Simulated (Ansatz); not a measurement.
# Phonon spectrum of Si3O

These are results of DFT PBEsol, scalar-relativistic, plane waves, PAW in Ansatz, not measurements. Cutoff 420 eV, 6×6×12 k-points (Γ-centred), Fermi-Dirac smearing of 0.15 eV. No spin polarisation. Phonons by linear response, acoustic sum rule imposed.

Equilibrium structure at this level:
```xyz
8
Lattice="6.0342 0.0000 0.0000 -3.0171 5.2258 0.0000 0.0000 0.0000 3.4426" Properties=species:S:1:pos:R:3 pbc="T T T"
Si    2.0937    0.0000    0.0000
Si    1.0468    1.8132    1.7213
Si   -1.0468    1.8132    0.0000
Si    3.9406    0.0000    1.7213
Si    1.9703    3.4126    0.0000
Si   -1.9703    3.4126    1.7213
O     0.0000    3.4839    0.8606
O     3.0171    1.7419    2.5819
```

Its imaginary modes show that this cell, built by swapping an element in a database structure, isn't a minimum of the energy. In a metal, frequencies and elastic constants depend on the k mesh and the smearing, soft modes and shear constants most. Spin polarisation was left out, and a magnetic state may lie lower. A semilocal functional can close a gap that the real compound has.

Force constants from linear response on a 2×2×4 q mesh.

Path: Γ–M–K–Γ–A–L–H–A | L–M | H–K. Distance along the path (Å⁻¹), then the branches (cm⁻¹, negative for imaginary):
```
0.000  -394 -394 -293 -170 -170 -111 -77 -77 0 0 0 86 86 187 187 205 205 210 210 226 231 260 267 365
0.150  -392 -379 -290 -174 -174 -133 -77 -51 -17 32 54 78 92 181 184 197 203 207 211 227 244 262 269 360
0.301  -387 -340 -281 -187 -182 -156 -78 -67 -26 49 90 94 106 167 174 182 200 214 214 232 258 266 271 347
0.451  -383 -293 -268 -209 -184 -163 -103 -84 -23 51 110 113 124 151 164 170 202 214 225 240 264 270 273 327
0.601  -381 -270 -259 -222 -178 -163 -117 -93 -16 47 117 125 125 142 164 164 205 212 232 245 266 272 273 314
0.688  -378 -270 -258 -222 -188 -152 -125 -86 -16 50 108 120 130 147 163 163 206 213 233 244 266 272 273 312
0.775  -373 -268 -258 -222 -202 -138 -136 -74 -21 59 94 112 135 152 162 165 209 216 235 241 267 272 275 306
0.862  -367 -264 -257 -221 -213 -149 -121 -65 -39 70 86 101 140 150 161 168 213 222 235 236 269 272 279 298
0.948  -365 -259 -259 -219 -219 -154 -115 -55 -55 75 90 90 146 146 160 170 214 231 231 232 272 272 287 287
1.122  -371 -281 -262 -211 -207 -137 -136 -49 -43 61 87 109 134 156 164 164 210 221 221 250 257 272 275 314
1.295  -382 -328 -277 -190 -189 -155 -100 -44 -27 54 74 106 117 165 170 176 204 212 216 238 258 268 272 340
1.469  -391 -375 -289 -176 -175 -137 -79 -43 -19 36 62 74 95 180 182 194 203 207 212 228 247 263 269 359
1.642  -394 -394 -293 -170 -170 -111 -77 -77 0 0 0 86 86 187 187 205 205 210 210 226 231 260 267 365
1.871  -406 -379 -288 -229 -148 -118 -113 -61 -56 18 32 72 134 164 191 193 208 222 224 232 236 269 272 358
2.099  -415 -367 -292 -273 -217 -128 -116 -109 -59 15 73 123 141 161 164 181 214 221 247 257 260 264 277 339
2.327  -413 -354 -350 -283 -252 -170 -126 -124 -55 -30 110 130 143 149 157 167 214 239 242 256 271 273 280 314
2.555  -393 -393 -329 -329 -218 -218 -129 -129 -47 -47 136 136 139 139 153 153 218 218 253 253 276 276 294 294
2.705  -383 -383 -321 -321 -213 -213 -130 -130 -38 -38 128 128 142 142 160 160 209 209 256 256 276 276 296 296
2.856  -362 -362 -300 -300 -192 -192 -133 -133 10 10 118 118 145 145 169 169 191 191 261 261 275 275 300 300
3.006  -346 -346 -277 -277 -165 -165 -128 -128 35 35 119 119 142 142 172 172 176 176 265 265 276 276 302 302
3.156  -341 -341 -263 -263 -167 -167 -109 -109 45 45 124 124 137 137 169 169 173 173 266 266 276 276 303 303
3.243  -336 -336 -264 -264 -174 -174 -103 -103 48 48 124 124 138 138 166 166 177 177 266 266 276 276 303 303
3.330  -326 -326 -266 -266 -188 -188 -91 -91 55 55 122 122 141 141 161 161 182 182 265 265 276 276 304 304
3.417  -313 -313 -268 -268 -202 -202 -79 -79 61 61 119 119 144 144 157 157 186 186 264 264 276 276 304 304
3.503  -308 -308 -267 -267 -209 -209 -73 -73 64 64 119 119 145 145 155 155 188 188 264 264 276 276 305 305
3.677  -323 -323 -278 -278 -186 -186 -101 -101 54 54 118 118 145 145 160 160 184 184 264 264 276 276 304 304
3.850  -352 -352 -297 -297 -183 -183 -134 -134 29 29 116 116 147 147 169 169 186 186 262 262 275 275 301 301
4.024  -380 -380 -318 -318 -211 -211 -130 -130 -35 -35 126 126 143 143 161 161 206 206 257 257 276 276 296 296
4.197  -393 -393 -329 -329 -218 -218 -129 -129 -47 -47 136 136 139 139 153 153 218 218 253 253 276 276 294 294
4.311  -344 -334 -266 -258 -174 -159 -120 -94 40 53 117 121 142 150 170 170 172 177 264 264 270 280 299 308
4.540  -354 -314 -258 -242 -188 -151 -125 -62 25 58 106 112 148 161 174 176 204 207 242 253 263 277 296 316
4.768  -370 -294 -240 -213 -207 -163 -115 -64 47 58 90 98 149 150 180 181 208 220 237 249 259 265 290 318
4.996  -380 -278 -247 -225 -176 -169 -116 -88 32 52 99 120 131 144 164 173 204 210 233 248 263 270 276 315
5.110  -308 -308 -267 -267 -209 -209 -73 -73 64 64 119 119 145 145 155 155 188 188 264 264 276 276 305 305
5.338  -306 -302 -295 -223 -217 -196 -99 -54 32 72 118 122 135 159 171 175 177 208 256 256 272 279 292 314
5.566  -331 -294 -274 -222 -184 -174 -122 -62 -32 64 118 121 121 166 178 188 212 225 240 248 263 271 284 314
5.794  -355 -279 -250 -236 -191 -152 -121 -81 44 63 97 120 129 137 164 200 211 217 241 253 255 269 279 306
6.023  -365 -259 -259 -219 -219 -154 -115 -55 -55 75 90 90 146 146 160 170 214 231 231 232 272 272 287 287
```

Whether Si3O exists in this form wasn't checked.

Cost: 1 run of about 93 core-minutes, on AMD EPYC (Zen 3) (shared hosts).